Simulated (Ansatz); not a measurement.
Ti2O3 (corundum)

```
CELL_PARAMETERS angstrom
      2.49574     1.44092     4.58833
     -2.49574     1.44092     4.58833
      0.00000    -2.88183     4.58833
ATOMIC_POSITIONS crystal
  Ti 0.84570 0.84570 0.84570
  Ti 0.15430 0.15430 0.15430
  Ti 0.65430 0.65430 0.65430
  Ti 0.34570 0.34570 0.34570
  O  0.06147 0.43853 0.75000
  O  0.93853 0.56147 0.25000
  O  0.75000 0.06147 0.43853
  O  0.25000 0.93853 0.56147
  O  0.43853 0.75000 0.06147
  O  0.56147 0.25000 0.93853
```

The atoms are displaced by Q × the pattern below (from a DFPT mode at Γ, largest move 1; Q in Å), at fixed cell.

| atom | x | y | z |
|---|---|---|---|
| Ti1 | 0.000 | 0.000 | 1.000 |
| Ti2 | 0.000 | 0.000 | -1.000 |
| Ti3 | 0.000 | 0.000 | -1.000 |
| Ti4 | 0.000 | 0.000 | 1.000 |
| O5 | -0.530 | 0.000 | 0.000 |
| O6 | 0.530 | 0.000 | 0.000 |
| O7 | 0.265 | -0.459 | 0.000 |
| O8 | -0.265 | 0.459 | 0.000 |
| O9 | 0.265 | 0.459 | 0.000 |
| O10 | -0.265 | -0.459 | 0.000 |

Method: LDA (plane waves to 420 eV, PAW, scalar-relativistic; Ansatz, an electronic-structure program). k mesh 11×11×11 (Γ-centred), Fermi-Dirac smearing 0.05 eV. Energies are smeared free energies. Left out: 4 of 13 points, with atoms too close for the PAW data. With partly filled bands, energies and forces of such displacements shift with the k mesh and the smearing. Ti2O3 is run without spin polarisation and with no Hubbard U. Ti2O3 was relaxed with its symmetry unable to fall. The zero of ΔE is the undisplaced structure. The last digit holds for this mesh only.

| Q (Å) | ΔE (meV/cell) |
|---|---|
| -0.0933 | 235.0 |
| -0.0467 | 53.3 |
| 0.0000 | 0.0 |
| 0.0467 | 48.3 |
| 0.0933 | withheld |
| 0.1400 | 418.1 |
| 0.1867 | 728.6 |
| 0.2333 | 1115.8 |
| 0.2800 | 1581.0 |

**Question.** Fit a polynomial form (powers 2, 3, 4) to the given rows and predict ΔE at Q = 0.0933.

**Answer.** Least squares on the 8 given rows: ΔE = (24230)·Q² + (-24650)·Q³ + (36400)·Q⁴, in meV/cell with Q in Å; root-mean-square residual 1.86 meV/cell. At 0.0933 the fit gives 193.7 meV/cell; the calculation gives 189.4 meV/cell, so the interpolation is off by 4.3 (+2.3 %). The quadratic term alone would give 210.9 meV/cell.

(A displaced cell: forces are minus the slopes of the energy, force constants its curvatures, and phonons follow from these.)
